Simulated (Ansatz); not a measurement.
CsSnBr3:
```yaml
crystal:
  lattice:
    - [5.75269, 0.00000, 0.00000]
    - [0.00000, 5.75269, 0.00000]
    - [0.00000, 0.00000, 5.75269]
  atoms:
    - { symbol: Cs, position: [0.00000, 0.00000, 0.00000] }
    - { symbol: Sn, position: [0.50000, 0.50000, 0.50000] }
    - { symbol: Br, position: [0.00000, 0.50000, 0.50000] }
    - { symbol: Br, position: [0.50000, 0.50000, 0.00000] }
    - { symbol: Br, position: [0.50000, 0.00000, 0.50000] }
```

Relaxed with PBEsol. Special points in fractions of this cell's reciprocal vectors: Γ (0.000, 0.000, 0.000); X (0.000, 0.500, 0.000); M (0.500, 0.500, 0.000); R (0.500, 0.500, 0.500).

Problem. List the band energies nearest the Fermi level at these points for DFT-PBEsol in the program Ansatz with PAW potentials.

Solution. In eV from the Fermi level; about four levels below and three above (degenerate sets whole), none deeper than 8.9 eV; points with the same levels are listed once.

```csv
k,below,above
Γ,-3.23 -3.23 -3.23 -3.07 -3.07 -3.07,1.99 2.99 2.99
X,-3.39 -3.21 -3.21 -2.04,1.42 3.50 4.09
M,-3.52 -3.52 -3.51 -2.69 -0.93,0.92 0.92 3.92
R,-3.50 -3.50 -2.68 -2.68 -2.68,0.14 0.33 0.33 0.33
```

Space group Pm-3m (cubic perovskite). The cell was relaxed with PBEsol under the symmetry of its start. The Fermi level of a semimetal is unsure by some 0.05 eV on such meshes. Spin–orbit coupling is left out wherever it is not named.

Potentials: the later of the program's two PAW sets.
